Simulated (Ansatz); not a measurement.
# Sc6Sb2H in Ansatz, single run

Launch command:

```bash
ansatz run input.yaml --threads 1 --pin off --max-ram 2560MiB --backend cpu --events-out ev --progress --plain --runs-dir out
```

Input:

```yaml
crystal:
  lattice:
    - [3.812748, 6.603869, 0.0]
    - [-3.812748, 6.603869, 0.0]
    - [0.0, 0.0, 3.956976]
  atoms:
    - { symbol: Sc, position: [0.234, 0.766, 0.0] }
    - { symbol: Sc, position: [0.766, 0.0, 0.0] }
    - { symbol: Sc, position: [0.0, 0.234, 0.0] }
    - { symbol: Sb, position: [0.3333, 0.3334, 0.0] }
    - { symbol: Sb, position: [0.6667, 0.6666, 0.0] }
    - { symbol: Sc, position: [0.605, 0.395, 0.5] }
    - { symbol: Sc, position: [0.395, 0.0, 0.5] }
    - { symbol: Sc, position: [0.0, 0.605, 0.5] }
    - { symbol: H, position: [0.0, 0.0, 0.5] }
  symmetry: { detect: false }
kpoints:
  mp_grid: { grid: [3, 3, 5], shift: [0, 0, 0] }
magnetization:
  spin_polarized: false
scf:
  occupations: { method: fermi_dirac, width: 0.024 }
  lower_state_search: light
hamiltonian:
  pseudopotentials: { kind: paw }
  xc: r2scan
basis:
  ecutwfc: 500
output:
  forces: true
  stress: true
  eigenvalues: true
```

Origin of the cell: a known structure type with other elements, at an estimated volume, so it need not be a known compound.

Output (shortened):

```
Pseudopotentials: kind: paw
Pseudopotential: Sc, paw, valence charge 11, recommended cutoff 500 eV (meta_gga), Sc.paw.azcp
Pseudopotential: Sb, paw, valence charge 15, recommended cutoff 500 eV (meta_gga), Sb.paw.azcp
Pseudopotential: H, paw, valence charge 1, recommended cutoff 500 eV (meta_gga), H.paw.azcp
Functional definition: r2SCAN
  exchange = r2scan_x(k0 = k0, k1 = k1, a1 = a1)
  correlation = r2scan_c
Crystal: 9 atoms, lattice volume = 199.265 Å³
Basis set: ecut = 500 eV, 5067 PW (Γ), exchange–correlation on 240×240×120 points (64 copies of the dense FFT grid, shifted against one another)
Bands: 59, of which v1, the nominal top of the filled ones, is band 49 counted from 1 (48 counted from 0)
Symmetry: 1 space group operations
[… 9 lines left out …]
Initial density: superposition of atomic densities (neutral atoms: chi_scale 0, normalization atom), corrected by the library's trained network
Functional: x = r2scan, c = r2scan; τ floored in thin density (d = 2e-4 eV/Å³)
SCF iter   1: F=—  HF=-25861.386360 eV  Δρ=1.21e-2  dr2=3.73e-1  dr2_τ=2.34e-2  defer=1
SCF iter   2: F=—  HF=-25861.493709 eV  Δρ=5.42e-3  dr2=8.03e-2  dr2_τ=2.70e-3  defer=39
SCF iter   3: F=—  HF=-25861.485817 eV  Δρ=2.14e-3  dr2=1.12e-2  dr2_τ=8.67e-4  defer=39
SCF iter   4: F=—  HF=-25861.488096 eV  Δρ=1.17e-3  dr2=3.91e-3  dr2_τ=2.34e-4  defer=39
SCF iter   5: F=—  HF=-25861.488693 eV  Δρ=3.31e-4  dr2=2.41e-4  dr2_τ=5.70e-6  defer=39
SCF iter   6: F=—  HF=-25861.488848 eV  Δρ=9.55e-5  dr2=2.19e-5  dr2_τ=1.01e-6  defer=39
SCF iter   7: F=—  HF=-25861.488636 eV  Δρ=3.13e-5  dr2=2.65e-6  dr2_τ=4.87e-8  defer=39
SCF iter   8: F=—  HF=-25861.488638 eV  Δρ=1.06e-5  dr2=4.16e-7  dr2_τ=1.08e-8  defer=39
SCF iter   9: F=—  HF=-25861.488638 eV  Δρ=6.80e-6  dr2=2.56e-7  dr2_τ=7.42e-9
SCF iter  10: F=-25861.488638 eV  HF=-25861.488638 eV  Δρ=2.10e-6  dr2=2.09e-8  dr2_τ=6.23e-10
SCF 1 converged in 10 iterations: F = -25861.488638 eV  dr2 = 2.09e-8
SCF converged after 10 iterations
Free energy (F): -25861.488638 eV
Harris-Foulkes:  -25861.488638 eV  (|F-HF|=1.15e-8)
Internal energy: -25861.459563 eV  (E = F + TS)
E sigma→0 (E₀):  -25861.474100 eV
Entropy (-TS):   -0.029075 eV (-3.231 meV/atom)
Fermi energy:    10.145962 eV
--- Per-component energies (eV) ---
  E_band       = -1376.024927
  E_kinetic    = 1989.874036
  E_local      = -8195.024054  (includes V_loc(G=0)·N_el)
  E_nonlocal   = 1220.491179
  E_hartree    = 3179.047459
  E_xc         = -865.840154
  E_vxc        = -1069.193271  (∫ρ·V_xc dr)
  E_paw        = -14992.479007  (= ΣΔE_a)
  E_vpaw       = -1750.685753  (= ΣTr[D̂ρ^β])
  E_aug_tail   = -0.000297  (compensation charges beyond the density's cutoff)
  E_vtau       = 70.419463  (kinetic-family band-sum trace: ∫τ·v_τ [+ j·A + Jᵃ·Aᵃ] dr)
  E_ewald      = -8197.109846
  E_core_change = -0.418877  (= ΣΔE_core)
  E_smearing   = -0.029075  (= −TS)
  Σ components = -25861.488638   (vs F -25861.488638, Δ=0.00e0)
--- Forces (eV/Å), atoms counted from 1 ---
  atom   1  Sc     0.757263     0.001020     0.000000
  atom   2  Sc    -0.379542    -0.657344    -0.000000
  atom   3  Sc    -0.377768     0.656313     0.000000
  atom   4  Sb     0.002693    -0.001608    -0.000000
  atom   5  Sb    -0.002738     0.001526    -0.000000
  atom   6  Sc    -0.289043    -0.000524    -0.000000
  atom   7  Sc     0.145031     0.251226    -0.000000
  atom   8  Sc     0.144076    -0.250620    -0.000000
  atom   9  H     -0.000005    -0.000008    -0.000000
  max |Σ_I F_I| component: 3.24e-5 eV/Å
--- Stress (GPa, compression-positive) ---
        0.089265      -0.001130      -0.000000
       -0.001130       0.087995      -0.000000
       -0.000000      -0.000000      -5.907407
  P = ⅓ Tr σ = -1.9100 GPa (-19.100 kbar)
```

Caveats: no moments, though an odd count or open d shells may carry them; no spin-orbit coupling, though heavy elements are present; the k mesh is coarse if the cell is a metal.

Time: 34 s on 1 thread of Intel(R) Xeon(R) 6975P-C (Granite Rapids), on a shared host, peak memory 1.1 GiB, from the program's own first density.
